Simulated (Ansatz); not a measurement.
Structure: Ga₂SbP as one 8-atom ordering (P-4m2) on the zincblende lattice, at its r2SCAN minimum. Space group P-4m2 (No. 115), tetragonal; a = 4.100 Å, c = 11.558 Å in the conventional setting, 24.29 Å³ an atom. P is surrounded by 4 Ga at 2.42 Å; Ga is surrounded by 4 P at 2.42 Å; Ga is surrounded by 2 P at 2.42 Å and 2 Sb at 2.60 Å; Sb is surrounded by 4 Ga at 2.60 Å; Ga is surrounded by 4 Sb at 2.60 Å.

```yaml
crystal:
  lattice:
    - [4.10050, 0.00000, 0.00000]
    - [0.00000, 4.10050, 0.00000]
    - [0.00000, 0.00000, 11.55840]
  atoms:
    - { symbol: P, position: [0.50000, 0.00000, 0.11146] }
    - { symbol: Ga, position: [0.50000, 0.50000, 0.00000] }
    - { symbol: P, position: [0.00000, 0.50000, 0.88854] }
    - { symbol: Ga, position: [0.00000, 0.00000, 0.77666] }
    - { symbol: Sb, position: [0.50000, 0.00000, 0.63787] }
    - { symbol: Ga, position: [0.50000, 0.50000, 0.50000] }
    - { symbol: Sb, position: [0.00000, 0.50000, 0.36213] }
    - { symbol: Ga, position: [0.00000, 0.00000, 0.22334] }
```

4 runs of the PAW code Ansatz on this cell differ in the functional (and in the settings that go with it). Levels are in eV from each run's valence top; v1 is the last filled band, c1 the first empty one.

Run A, mean stress 0.0 GPa (compression positive):

| point | v2 | v1 | c1 | c2 |
| --- | --- | --- | --- | --- |
| Γ | 0.00 | 0.00 | 0.63 | 1.03 |
| X | -0.69 | -0.68 | 0.82 | 0.87 |
| M | -2.90 | -2.90 | 1.32 | 1.34 |
| Z | -0.36 | -0.36 | 0.80 | 1.17 |

Run B, mean stress +0.2 GPa (compression positive):

| point | v2 | v1 | c1 | c2 |
| --- | --- | --- | --- | --- |
| Γ | 0.00 | 0.00 | 1.68 | 2.08 |
| X | -0.73 | -0.71 | 1.85 | 1.89 |
| M | -3.04 | -3.04 | 2.33 | 2.36 |
| Z | -0.36 | -0.36 | 1.87 | 2.17 |

Run C, mean stress +2.1 GPa (compression positive):

| point | v2 | v1 | c1 | c2 |
| --- | --- | --- | --- | --- |
| Γ | 0.00 | 0.00 | 0.31 | 0.73 |
| X | -0.66 | -0.64 | 0.53 | 0.57 |
| M | -2.77 | -2.77 | 1.09 | 1.11 |
| Z | -0.35 | -0.35 | 0.60 | 0.96 |

Run D, mean stress +0.4 GPa (compression positive):

| point | v2 | v1 | c1 | c2 |
| --- | --- | --- | --- | --- |
| Γ | 0.00 | 0.00 | 1.04 | 1.44 |
| X | -0.71 | -0.69 | 1.21 | 1.25 |
| M | -3.00 | -3.00 | 1.68 | 1.71 |
| Z | -0.35 | -0.35 | 1.22 | 1.52 |

Q: Match the runs to PBE, r2SCAN, HSE06, PBE0.

A: A is r2SCAN, B is PBE0, C is PBE, D is HSE06. In order of the gap: PBE 0.31, r2SCAN 0.63, HSE06 1.04, PBE0 1.68 eV.

(Calculated; spin-unpolarised; the phase may be known or hypothetical.)

No spin-orbit coupling is included; it can move band edges with weight on the heavy atoms by tenths of an eV.

The stress of a hybrid is loosely converged in these runs.

The meshes of the hybrids are coarse, so their gaps aren't converged to the digits shown.
